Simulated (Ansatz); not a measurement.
Method: Ansatz 0.2.0, DFT PBE, scalar-relativistic, plane waves, PAW. All cells share a 420 eV cutoff and Γ-centred k meshes spaced at most about 0.3 Å⁻¹ (about 0.25 or finer for metals, 2π included). No spin polarisation in the final relaxations.

These are static total energies at zero pressure.

Two relaxed structures of Mg₃TeSe₂:

A.

```xyz
6
Lattice="6.9539 0.0000 0.0000 -3.4769 6.0222 0.0000 0.0000 0.0000 3.5491" Properties=species:S:1:pos:R:3 pbc="T T T"
Mg    3.4769    0.0000    1.7745
Mg    1.7385    3.0111    1.7745
Mg   -1.7385    3.0111    1.7745
Te    0.0000    0.0000    0.0000
Se    0.0000    4.0148    0.0000
Se    3.4769    2.0074    0.0000
```

B.

```xyz
6
Lattice="6.1039 0.0000 0.0000 -3.0519 5.2861 0.0000 0.0000 0.0000 7.8782" Properties=species:S:1:pos:R:3 pbc="T T T"
Mg    3.0519    0.0000    0.0000
Mg   -1.5260    2.6430    0.0000
Mg    1.5260    2.6430    0.0000
Te    0.0000    0.0000    0.0000
Se    0.0000    0.0000    2.7122
Se    0.0000    0.0000    5.1660
```

**Question.** Which is lower in energy, and by how much?

**Answer.** A is lower, by 0.91 eV/atom. A has space group P6/mmm (No. 191), 24.8 Å³/atom and no gap on its mesh; B has space group P6/mmm (No. 191), 42.4 Å³/atom and no gap. Counting Se or Te atoms around Mg (for each partner element, those within 1.25 times its shortest distance or 1.15 times the sum of covalent radii, where it is the nearest in units of that sum or under 1.3), A has Mg 4 and B has Mg 2. B holds Se–Se pairs (shortest 2.45 Å); in A the shortest Se–Se distance is 3.55 Å. The denser one is the lower, and pressure would at first widen the difference. In A, Mg is surrounded by 4 Se at 2.68 Å, 6 Mg at 3.48–3.55 Å and 4 Te at 3.90 Å; Te is surrounded by 2 Te at 3.55 Å, 12 Mg at 3.90 Å and 6 Se at 4.01 Å; Se has 6 Mg at 2.68 Å, 2 Se at 3.55 Å, 3 Se at 4.01 Å and 3 Te at 4.01 Å. In B, Mg is surrounded by 2 Te at 3.05 Å and 4 Mg at 3.05 Å; Te has 2 Se at 2.71 Å and 6 Mg at 3.05 Å; Se has 1 Se at 2.45 Å and 1 Te at 2.71 Å. Both come from invented guesses. A third cell relaxed alike, in P-3m1, lies 0.41 eV/atom below the lower of the two.

Spin–orbit coupling, which can matter for Te, is left out. Cells relaxed within their symmetry can be saddle points.
